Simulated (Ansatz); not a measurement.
The relaxed structure here is a generated cell of TaN: the first start was made by a random draw of sites in a space group, and the end was not matched to a known phase here, so it may be hypothetical. Known forms of TaN include space group No. 225.

One starting cell of TaN (a randomly generated symmetric cell of TaN (space group No. 123)) was relaxed twice with Ansatz (plane waves, PAW, scalar-relativistic): with PBEsol at 420 eV and with PBE at 420 eV. The PBEsol result:

Space group P4/mmm (No. 123); a = b = 3.3702 Å, c = 5.3042 Å, α = β = γ = 90.00°

```csv
atom,site,symmetry,x,y,z
N,2e,mmm.,0.0000,0.5000,0.5000
Ta,2h,4mm,0.5000,0.5000,0.2673
```

```json
[
 {"quantity": "space group", "PBEsol": "P4/mmm", "PBE": "P4/mmm"},
 {"quantity": "volume (Å³/atom)", "PBEsol": "15.06", "PBE": "15.54"},
 {"quantity": "a (Å)", "PBEsol": "3.370", "PBE": "3.411"},
 {"quantity": "c (Å)", "PBEsol": "5.304", "PBE": "5.343"},
 {"quantity": "gap (eV, no spin-orbit coupling)", "PBEsol": "0.00", "PBE": "0.00"}
]
```

Both levels end in the same structure; PBE's volume is 3.2 % larger. Neither column is exact.

No spin polarisation in the result.

The run could not lose the symmetry of its start, so the end can be a saddle point.

Ansatz is a first-principles code.
